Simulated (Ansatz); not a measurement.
# Which magnetic order does Cr (Im-3m) prefer in this cell?

Geometry: a structure from the Materials Project, repeated to hold the magnetic orders; nothing is relaxed.

Settings: PBE, 11×11×11 k mesh, Fermi–Dirac smearing of 0.05 eV. PAW means Ansatz 0.2.0 on its default frozen-core files; LAPW is all-electron LAPW in Ansatz 0.2.0. Site moments are integrated in spheres about the atoms, whose radii differ between the methods.

Input of the first run:

```yaml
crystal:
  lattice:
    - [2.9688993551, 0.0, 0.0]
    - [0.0, 2.9688993551, 0.0]
    - [0.0, 0.0, 2.9688993551]
  atoms:
    - { symbol: Cr, position: [0.0, 0.0, 0.0], spin: 3.0 }
    - { symbol: Cr, position: [0.5, 0.5, 0.5], spin: 3.0 }
magnetization:
  spin_polarized: true
kpoints:
  mp_grid: { grid: [11, 11, 11] }
scf:
  occupations: { method: fermi_dirac, width: 0.05 }
  lower_state_search: "off"
hamiltonian:
  xc: pbe
  pseudopotentials: { kind: paw }
output:
  forces: true
  stress: true
  eigenvalues: true
  populations: true
```

Command: `ansatz run input.yaml --threads 1 --pin off --max-ram 3072MiB --backend cpu --events-out ev --progress --plain --runs-dir out`

The input for «start Cr1↑ Cr2↓» by LAPW differs from it in these lines, output keys apart:

```diff
-    - { symbol: Cr, position: [0.5, 0.5, 0.5], spin: 3.0 }
+    - { symbol: Cr, position: [0.5, 0.5, 0.5], spin: -3.0 }
-  pseudopotentials: { kind: paw }
+  pseudopotentials: { kind: all_electron, lapw: { basis_error: 0.001 } }
```

Energies count from the run that starts all moments parallel. Patterns list the atoms that start with 0.5 μB or more.

```
               start  ΔF PAW (meV/atom)  ΔF LAPW (meV/atom)  largest moment, PAW (μB)  M, PAW (μB/cell)  order at the end, PAW  P, PAW (GPa)
          Cr1↑, Cr2↑                0.0                 0.0                      0.00              0.00           moments lost         -24.7
          Cr1↑, Cr2↓              -79.1               -80.6                         ?              0.00                   kept         -13.7
no spin polarisation                0.0                   –                      0.00              0.00                      –         -24.7
```

**Question.** Give the missing entry: row "Cr1↑, Cr2↓", column "largest moment, PAW (μB)".

**Answer.** 1.69.

The lowest of these ends as follows. Site moments (μB): Cr1 1.69, Cr2 -1.69. Cell moment 0.00 μB. Orders of other supercells weren't tried and can lie lower.

This cell lies far from its zero-pressure volume, so the numbers describe the cell as given rather than the relaxed compound. The Ansatz runs typed with the search for lower states off end where their start leads. None of this fixes the real material's magnetic order: only patterns that fit the cell were computed, at zero temperature, with a functional that can overstate moments.
